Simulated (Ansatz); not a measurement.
## ScIr2: do energies and stresses tell the same story?

All numbers below come from DFT r2SCAN, scalar-relativistic, plane waves, PAW (Ansatz).

Plane waves to 500 eV, a k mesh through Γ of 8×8×8 on the computed 6-atom cell and Gaussian smearing (0.10 eV); no spin polarisation.

Relaxed cell: Fd-3m, a = 7.359 Å, b = 7.359 Å, c = 7.359 Å, α = 90.00°, β = 90.00°, γ = 90.00°, 6 atoms in the primitive cell. Whether it is the stable form of this composition wasn't checked.

Energies at zero smearing and pressures from the stress tensor, at volumes with shape and atoms relaxed:
```csv
V (Å³/atom),E − E(first) (meV/atom),P (GPa)
14.612,0.00,40.25
15.110,-104.78,27.52
15.609,-173.16,16.77
16.107,-210.75,7.67
16.605,-222.32,-0.01
17.103,-211.90,-6.51
17.601,-182.89,-11.99
18.265,-120.30,-17.97
```

Problem. Check P = −dE/dV between neighbouring volumes, and get the bulk modulus from the pressures alone.

Solution. With 1 eV/Å³ = 160.2 GPa:
```json
{"middle V (Å³/atom)": "14.861", "−ΔE/ΔV (GPa)": "33.702", "mean P (GPa)": "33.886"}
{"middle V (Å³/atom)": "15.359", "−ΔE/ΔV (GPa)": "21.991", "mean P (GPa)": "22.145"}
{"middle V (Å³/atom)": "15.858", "−ΔE/ΔV (GPa)": "12.090", "mean P (GPa)": "12.221"}
{"middle V (Å³/atom)": "16.356", "−ΔE/ΔV (GPa)": "3.721", "mean P (GPa)": "3.831"}
{"middle V (Å³/atom)": "16.854", "−ΔE/ΔV (GPa)": "-3.351", "mean P (GPa)": "-3.260"}
{"middle V (Å³/atom)": "17.352", "−ΔE/ΔV (GPa)": "-9.329", "mean P (GPa)": "-9.248"}
{"middle V (Å³/atom)": "17.933", "−ΔE/ΔV (GPa)": "-15.097", "mean P (GPa)": "-14.981"}
```

The two differ by 0.18 GPa at most. The mean of two end pressures misses the average over a step by about ΔV² P″/12, up to 0.18 GPa here; with that taken off 0.01 GPa remains. Around V = 16.605 Å³/atom, the two neighbours give B = −V ΔP/ΔV = 16.605 × 14.18 / 0.996 = 236.4 GPa, against B0 = 234.9 GPa from the Birch–Murnaghan fit of the energies.

Spin–orbit coupling is left out, which can shift energies with elements as heavy as these.

Cost: 9 runs of about 5.1 core-minutes in all, on Arm Neoverse V2 (shared hosts).